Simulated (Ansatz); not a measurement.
ReO3-type ReI3

Level of theory: DFT, PBEsol, scalar-relativistic, collinear spin; plane waves to 420 eV with PAW datasets (Ansatz 0.2.0), Γ-centred 6×6×6 mesh, 0.05 eV Gaussian smearing. The datasets are Ansatz's generated set soft_2.

```yaml
crystal:
  lattice:
    - [5.45831, 0.00000, 0.00000]
    - [0.00000, 5.45831, 0.00000]
    - [0.00000, 0.00000, 5.45831]
  atoms:
    - { symbol: Re, position: [0.00000, 0.00000, 0.00000] }
    - { symbol: I, position: [0.50000, 0.00000, 0.00000] }
    - { symbol: I, position: [0.00000, 0.00000, 0.50000] }
    - { symbol: I, position: [0.00000, 0.50000, 0.00000] }
```

This is a trial structure; measured cells of the compound in the Crystallography Open Database are in space group P21/m. The ideal cubic cell shuts out tilts of the octahedra, which such structures often take.

Magnetic state: ferromagnetic, site spin moments Re 1.98; I 0.10 μB.

The cell is relaxed to zero pressure at this level.

Path: Γ–X–M–Γ–R–X | R–M, with Γ = (0.000, 0.000, 0.000), X = (0.000, 0.500, 0.000), M = (0.500, 0.500, 0.000), R = (0.500, 0.500, 0.500) in reciprocal vectors of the calculation's cell.

Levels between -3 and 5 eV from the Fermi level at the path's named points:
```tsv
point	spin	below E_F (eV)	above E_F (eV)
Γ	up	-2.19 -2.19 -2.19 -1.75 -1.75 -1.75 -1.29 -1.29 -1.29 -1.03 -1.03	0.27 4.04
Γ	down	-1.57 -1.57 -1.57 -1.15 -1.15 -1.15 -0.80 -0.80 -0.80	0.16 0.16 1.15 4.16
X	up	-2.73 -2.18 -2.01 -1.46 -1.46 -1.03 -0.41 -0.16 -0.16	
X	down	-2.92 -2.92 -2.55 -1.83 -1.30 -1.30 -0.78	0.17 0.64 0.96 0.96
M	up	-2.37 -2.37 -0.78 -0.59 -0.24 -0.15 -0.15	4.09
M	down	-2.89 -2.89 -2.19 -2.19 -0.41	0.36 0.97 0.97 1.09 4.87
R	up	-0.58 -0.58 -0.58 -0.22 -0.22 -0.22	4.01 4.13 4.13 4.64 4.64 4.64
R	down	-0.40 -0.40 -0.40	1.12 1.12 1.12 4.12 4.91 4.91 4.98 4.98 4.98
```

Problem. By these bands, is it a metal or an insulator, and if it has a gap, where are the band edges on this path?

Solution. A metal: bands cross the Fermi level.

For elements this heavy, spin–orbit coupling would shift levels and gaps; it isn't included here. The run wasn't fully tested for a lower electronic state. Site moments are of spin, integrated over atomic spheres. Compounds of this kind are often insulators, so the metal found may come from the functional, which lacks a U or exact exchange, or from the structure. Only parallel moments were tried, so the real magnetic order may be another.
